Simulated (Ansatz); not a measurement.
CdH$_{2}$O$_{2}$:
```cif
data_H2CdO2
_chemical_formula_sum 'Cd1 H2 O2'
_space_group_name_H-M_alt 'P-3m1'
_space_group_IT_number 164
_space_group_name_Hall '-P 3 2"'
_cell_length_a 3.50621
_cell_length_b 3.50621
_cell_length_c 4.59857
_cell_angle_alpha 90.000
_cell_angle_beta 90.000
_cell_angle_gamma 120.000
loop_
_atom_site_label
_atom_site_type_symbol
_atom_site_symmetry_multiplicity
_atom_site_Wyckoff_symbol
_atom_site_fract_x
_atom_site_fract_y
_atom_site_fract_z
_atom_site_occupancy
Cd1 Cd 1 a 0.00000 0.00000 0.00000 1
H1 H 2 d 0.33333 0.66667 0.44986 1
O1 O 2 d 0.33333 0.66667 0.24019 1
```

Relaxed with r²SCAN+D4. Plane-wave PAW r²SCAN+D4 (Ansatz code) gives a gap of 2.31 eV.

Q: What gap does HSE06 give on the same cell (Ansatz, PAW)?

A: 3.43 eV, 1.13 eV more. The hybrid was solved on a coarser mesh and at special points; its gap is the smallest among all of these.

```csv
k,v1 r²SCAN+D4,c1 r²SCAN+D4,v1 HSE06,c1 HSE06
Γ,-0.36,2.31,-0.40,3.43
A,-0.07,5.07,?,?
K,-1.58,7.70,-1.65,9.00
H,-0.93,8.05,?,?
M,0.00,7.21,?,?
L,-0.50,6.91,?,?
```

Q: Top valence (v1) and lowest conduction level (c1) in eV from each method's valence maximum (which need not be a listed point): supply the withheld HSE06 values.

A: 
- A, v1 HSE06: -0.09
- A, c1 HSE06: 6.17
- L, v1 HSE06: -0.54
- L, c1 HSE06: 8.13
- M, v1 HSE06: 0.00
- M, c1 HSE06: 8.37
- H, v1 HSE06: -0.98
- H, c1 HSE06: 9.36

Cost on shared cores: the r²SCAN+D4 run (SCF on a 9×9×6 mesh, then bands and DOS) around 26 core-seconds (rough), the HSE06 run (SCF on 5×5×4, then a few points) about 40 core-seconds (a rough figure); the tasks are unlike.

The first step of the workflow began from a Materials Project structure, measured or hypothetical; the Crystallography Open Database copy checked does not list it. Whether it is the stable phase at ambient conditions was not checked. Symmetry was held in the r²SCAN+D4 relaxation; whether a distortion lowers the energy is not shown. Spin–orbit coupling is left out wherever it is not named.

Potentials: the later of the program's two PAW sets.
